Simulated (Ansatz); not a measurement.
Te:
```cif
data_Te
_chemical_formula_sum 'Te1'
_space_group_name_H-M_alt 'P 1'
_space_group_IT_number 1
_cell_length_a 3.17432
_cell_length_b 3.17432
_cell_length_c 3.17432
_cell_angle_alpha 89.979
_cell_angle_beta 89.979
_cell_angle_gamma 89.979
loop_
_space_group_symop_operation_xyz
  'x, y, z'
loop_
_atom_site_label
_atom_site_type_symbol
_atom_site_fract_x
_atom_site_fract_y
_atom_site_fract_z
_atom_site_occupancy
Te1 Te 0.50000 0.50000 0.50000 1
```

Relaxed with r²SCAN+D4.

Problem. Which orbitals make up the states near the Fermi level in r²SCAN+D4 (plane waves, PAW; program Ansatz)?

Solution. Within 0.5 eV of the Fermi level: Te 5p 92 %, Te 5s 5 %. Projections are on Löwdin-orthogonalised atomic valence shells; empty p or d shells of many metals are not among them.

Problem. Tabulate the density of states.

Solution. States/eV per cell of 1 atom, in 0.25 eV bins, energy from the Fermi level.

```csv
E (eV),total,Te 5p,Te 5s
-7.85,0.00,0.00,0.00
-7.60,0.00,0.00,0.00
-7.35,0.00,0.00,0.00
-7.10,0.00,0.00,0.00
-6.85,0.00,0.00,0.00
-6.60,0.00,0.00,0.00
-6.35,0.13,0.12,0.00
-6.10,0.25,0.25,0.00
-5.85,0.35,0.34,0.01
-5.60,0.43,0.42,0.01
-5.35,0.53,0.51,0.01
-5.10,0.65,0.63,0.01
-4.85,0.87,0.84,0.02
-4.60,0.92,0.89,0.02
-4.35,0.90,0.87,0.02
-4.10,0.88,0.84,0.03
-3.85,0.86,0.82,0.03
-3.60,0.86,0.82,0.03
-3.35,0.79,0.75,0.03
-3.10,0.72,0.68,0.04
-2.85,0.69,0.64,0.04
-2.60,0.62,0.58,0.04
-2.35,0.61,0.57,0.04
-2.10,0.60,0.56,0.04
-1.85,0.57,0.52,0.04
-1.60,0.57,0.52,0.04
-1.35,0.57,0.52,0.04
-1.10,0.54,0.50,0.03
-0.85,0.56,0.51,0.04
-0.60,0.56,0.51,0.03
-0.35,0.54,0.49,0.03
-0.10,0.55,0.50,0.03
0.15,0.56,0.52,0.03
0.40,0.56,0.52,0.03
0.65,0.57,0.53,0.02
0.90,0.61,0.58,0.02
1.15,0.67,0.63,0.02
1.40,0.70,0.66,0.02
1.65,0.67,0.64,0.01
1.90,0.65,0.62,0.01
2.15,0.63,0.60,0.01
2.40,0.67,0.59,0.01
2.65,0.64,0.53,0.00
2.90,0.54,0.37,0.00
3.15,0.47,0.27,0.00
3.40,0.43,0.20,0.00
3.65,0.37,0.12,0.00
3.90,0.41,0.12,0.00
4.15,0.36,0.02,0.00
4.40,0.43,0.00,0.00
4.65,0.40,0.00,0.00
```

Space group Pm-3m. The start of the workflow was typed in or built on a structure type; neither database checked (COD, Materials Project) lists it. It is not the phase usual at ambient conditions (space group No. 152). The r²SCAN+D4 relaxation kept the symmetry of its start; its stability against distortions is not shown here. Scalar-relativistic: spin–orbit coupling is off unless named, which matters more the heavier the elements.

Potentials: the earlier of the program's two PAW sets.
